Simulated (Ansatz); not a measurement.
Computed with DFT PBE, scalar-relativistic, plane waves, PAW, and for the lanthanide a 4f-in-core norm-conserving potential (Ansatz 0.2.0). Settings: cutoff 660 eV, Γ-centred meshes spaced at most about 0.3 Å⁻¹, and about 0.25 Å⁻¹ or finer for metals (2π included), Gaussian smearing. No spin polarisation in the final relaxations.

These are static total energies at zero pressure.

Compare these two cells of Nd2AlAs3, each relaxed at this level.

A. Space group P6/mmm (No. 191), hexagonal, a = 5.892 Å, c = 5.023 Å. Around Nd lie 6 As at 3.03 Å, 3 Al at 3.40 Å and 3 Nd at 3.40 Å; Al has 6 Nd at 3.40 Å and 12 As at 3.87 Å; around As lie 4 As at 2.95 Å, 4 Nd at 3.03 Å and 4 Al at 3.87 Å.

B. Space group P6mm (No. 183), hexagonal, a = 6.688 Å, c = 4.424 Å. Around Nd lie 6 As at 2.93–2.94 Å; Al is surrounded by 6 As at 3.41 Å (long against covalent radii, as for large ions); around As lie 4 Nd at 2.93–2.94 Å, 4 As at 3.34 Å and 2 Al at 3.41 Å.

Question: Which form is favoured at zero pressure, and by what margin per atom?

Answer: They are level within the accuracy (2 meV/atom apart, with A the lower in these runs). A has space group P6/mmm (No. 191), 25.2 Å³/atom and no gap on its mesh; B has space group P6mm (No. 183), 28.6 Å³/atom and no gap. Counting As atoms around Al and Nd (those within 1.25 times the shortest such distance or 1.15 times the sum of covalent radii, 1.27 where that leaves under three; the shortest distance is added where it exceeds 1.18 times the sum of covalent radii), A has Nd 6, Al 12 from 3.9 Å and B has Nd 6, Al 6 from 3.4 Å. Both come from invented guesses. A third cell relaxed alike, in P-6m2, lies 219 meV/atom below the lower of the two.

The k mesh leaves some 4 meV/atom of noise in the energy of each metallic cell. Cells relaxed within their symmetry can be saddle points.

The lanthanide is trivalent by construction, without f bands, f moments or other valences.
